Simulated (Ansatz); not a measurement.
ZrC:
```cif
data_C2Zr2
_chemical_formula_sum 'Zr2 C2'
_space_group_name_H-M_alt 'P63/mmc'
_space_group_IT_number 194
_space_group_name_Hall '-P 6c 2c'
_cell_length_a 3.36476
_cell_length_b 3.36476
_cell_length_c 5.31984
_cell_angle_alpha 90.000
_cell_angle_beta 90.000
_cell_angle_gamma 120.000
loop_
_atom_site_label
_atom_site_type_symbol
_atom_site_symmetry_multiplicity
_atom_site_Wyckoff_symbol
_atom_site_fract_x
_atom_site_fract_y
_atom_site_fract_z
_atom_site_occupancy
Zr1 Zr 2 c 0.33333 0.66667 0.25000 1
C1 C 2 a 0.00000 0.00000 0.00000 1
```

Relaxed at zero pressure with the program Ansatz at the r²SCAN level (PAW).

Task: The volume is raised by 3 % and shape and atoms relax at that volume. What pressure results, and how do the axes share the change?

Result: -6.3 GPa; a 1.0 %, b 1.0 %, c 1.0 %; the energy rises by 8 meV/atom.

Task: Give the new structure.

Result: 
Space group P6₃/mmc (No. 194); a = b = 3.397 Å, c = 5.376 Å, α = β = 90.00°, γ = 120.00°

| atom | site | symmetry | x | y | z |
|---|---|---|---|---|---|
| Zr | 2c | -6m2 | 0.3333 | 0.6667 | 0.2500 |
| C | 2a | -3m. | 0.0000 | 0.0000 | 0.0000 |

The phase is kept; no other phase was compared at this pressure.

Space group P6_3/mmc (NiAs type). The workflow started from a Materials Project entry (that database holds measured and hypothetical structures alike); the Crystallography Open Database copy checked does not list it. It is not the phase usual at ambient conditions (space group No. 225). The r²SCAN relaxation kept the symmetry of its start; its stability against distortions is not shown here. The run is not spin-polarised.

Potentials: the later of the program's two PAW sets.
